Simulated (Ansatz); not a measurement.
MoPt3:
```
MoPt3
1.0
    2.74001     0.00000     0.00000
    0.00000     4.47769     0.00000
    0.00000     0.00000     4.80144
Mo Pt
1 3
Direct
  0.00000   0.00000   0.15860
  0.50000   0.50000   0.33854
  0.50000   0.00000   0.65692
  0.00000   0.50000   0.84595
```

Relaxed with LDA. Special points in fractions of this cell's reciprocal vectors: Γ (0.000, 0.000, 0.000); X (0.500, 0.000, 0.000); S (0.500, 0.500, 0.000); Y (0.000, 0.500, 0.000); Z (0.000, 0.000, 0.500); U (0.500, 0.000, 0.500); R (0.500, 0.500, 0.500); T (0.000, 0.500, 0.500).

Task: List the band energies nearest the Fermi level at these points for LDA in the plane-wave PAW code Ansatz.

Result: In eV from the Fermi level; about four levels below and three above (degenerate sets whole), none deeper than 8.9 eV; points with the same levels are listed once.

| k | below | above |
|---|---|---|
| Γ | -2.00 -0.50 -0.34 -0.19 | 0.86 2.14 2.41 |
| X | -2.88 -2.88 -1.49 -0.12 -0.08 | 0.24 0.92 1.23 |
| S | -2.46 -1.80 -1.53 -0.10 | 0.47 0.62 2.17 |
| Y | -1.14 -1.12 -1.05 -0.15 | 0.07 0.18 1.36 |
| Z | -2.01 -2.00 -0.80 -0.31 | 0.94 2.18 5.39 |
| U | -2.67 -1.91 -0.21 -0.11 | 0.48 0.76 1.71 |
| R | -1.14 -1.13 -0.35 -0.12 | 0.07 0.17 0.87 |
| T | -1.29 -1.10 -0.40 -0.04 | 0.98 1.36 1.41 |

Space group Pmm2. The workflow started from a Materials Project entry (that database holds measured and hypothetical structures alike); the Crystallography Open Database copy checked does not list it. With Mo and Pt taken as one species the cell has the higher symmetry P6_3/mmc, so it may be an ordered model of a mixed-site phase. Whether it is the stable phase at ambient conditions was not checked. Symmetry was held in the LDA relaxation; whether a distortion lowers the energy is not shown. The run is not spin-polarised. Spin–orbit coupling is left out wherever it is not named.

Potentials: the later of the program's two PAW sets.
